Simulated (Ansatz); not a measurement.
Single point in Ansatz 0.2.0 with PBE, no spin polarisation. Cutoff 420 eV, PAW datasets, 6×6×6 Γ-centred k mesh, fermi-dirac filling (width 0.1 eV). The cell carries a charge of +1 e on a uniform background.

Computed maps in the lattice plane spanned by a (left to right, 6.97 Å, 21 points from zero) and b (bottom to top, 6.97 Å, 21 points from zero), 114° apart, at height 0.500 along c. The fields are smooth PAW ones with compensation charges, not the true ones near nuclei.

Valence density. Digits on a logarithmic scale: 0 up to 0.03 e/Å³, each further digit a factor of 1.6, 9 from 1.3 e/Å³ up:
```
221123444332211111222
432346776432100123444
543579998532001346666
655799999531013568887
656999998521135789998
657999996311246899998
657999974211357999997
546898753211357999986
334566543212357899865
334556654322356777653
335677765322345665543
356899875321234566543
568999975311235789864
679999975311247999975
689999864211369999975
689998753112589999965
678886531013599999755
566664310023589997534
444432100123467764323
222211111223344432112
211111222222222211111
```

ELF. Ten even steps from '0' (0.02) to '9' (0.84):
```
100001111100000000222
531112332100000036787
851135653110001588888
841257864210005887777
731479964210048875357
722589753100278741147
612567531000488628157
412343211000587632577
211111222100587766776
001246776200488777752
025777788400267764210
267766778500122211111
477523678500011234321
675182688400013576521
774114787200135798522
775357884001246997413
877778850001246875214
888888510001135653115
578763000000123321113
122200000000111110000
000000000000000000000
```

Task: The cell is CaAgI₂. Which atoms lie within 0.2 Å of this plane, and where (fractions of a and b)?

Result: I at (0.18, 0.32), I at (0.82, 0.68), Ag at (0.25, 0.75), Ag at (0.75, 0.25). The whole cell:
```
I Ca Ag
1.0
    -4.13547    4.13547    3.79829
     4.13547   -4.13547    3.79829
     4.13547    4.13547   -3.79829
I Ca Ag
4 2 2
Direct
  0.68200 0.18200 0.86400
  0.18200 0.31800 0.50000
  0.31800 0.81800 0.13600
  0.81800 0.68200 0.50000
  0.25000 0.25000 0.00000
  0.75000 0.75000 0.00000
  0.25000 0.75000 0.50000
  0.75000 0.25000 0.50000
```

Origin: a known structure type with other elements, at an estimated volume, so it need not be a known compound. Caveats: odd electron count without spin polarisation, so a magnetic state may lie lower; charged cell with a uniform background.
